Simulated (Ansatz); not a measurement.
# Levels of theory for In4SbAs3 (ordering on wurtzite)

All numbers come from Ansatz. No spin polarisation. The prototype was imposed, so other structures may be more stable.

The cell is an ordered 8-atom cell of In4SbAs3 on the wurtzite lattice (Cm); cell and atoms were relaxed with r2SCAN. The symmetry is Cm (No. 8, monoclinic); a = 16.316 Å, b = 4.392 Å, c = 7.602 Å, β = 117.7° in the conventional setting, 30.14 Å³ an atom. As has 4 In at 2.66–2.69 Å; As has 4 In at 2.64–2.69 Å; In has 3 As at 2.66 Å and 1 Sb at 2.79 Å; In has 4 As at 2.68–2.69 Å; As has 4 In at 2.65–2.68 Å; Sb has 4 In at 2.77–2.80 Å; In has 2 As at 2.64–2.65 Å and 2 Sb at 2.77 Å; In has 3 As at 2.66–2.67 Å and 1 Sb at 2.80 Å.

```
As In Sb
1.0
     8.15779   -2.19592    0.02812
     8.15779    2.19592    0.02812
    -3.55817    0.00000    6.71739
As In Sb
3 4 1
Direct
  0.00376 0.00376 0.67051
  0.75032 0.75032 0.08533
  0.49589 0.49589 0.16361
  0.18781 0.18781 0.86490
  0.93680 0.93680 0.27340
  0.67940 0.67940 0.33440
  0.44501 0.44501 0.77620
  0.25102 0.25102 0.58167
```

Gaps on the r2SCAN cell, each the least over its mesh and the special points:
```
 level  k mesh  gap (eV)      kind            edges  least direct gap (eV)        rough cost
   PBE   6×6×4         0         –                –                      –  2.1 core-minutes
r2SCAN   6×6×4      0.01  indirect  Y₂–Γ (0.90) → Γ                   0.06    3 core-minutes
 HSE06   4×4×2         0         –                –                      –   19 core-minutes
```
All runs use a smearing of 0.02 eV.
Wave cutoffs: 420 eV, 500 eV (r2SCAN).
Points off the special ones are mesh points or PBE's searched band edges, reused at the other levels.
Costs come from shared machines and give only the order; PBE's includes the band path. The runs had 4 threads of Arm Neoverse V2, with other jobs on the host.

With HSE06 the gap closes, the bands meeting at Γ. With r2SCAN, at Γ the top three valence levels group as 1+1+1 from the top, spread over 209 meV.

The levels disagree on the kind of gap: indirect with r2SCAN; zero gap with PBE, HSE06.

Spin-orbit coupling is left out, which matters wherever the heavy atoms make up the band edges.

The meshes of the hybrids are coarse, so their gaps aren't converged to the digits shown.

The splittings at Γ are without spin-orbit coupling, which exceeds them in such compounds, regroups them and changes the shifts of the gap.
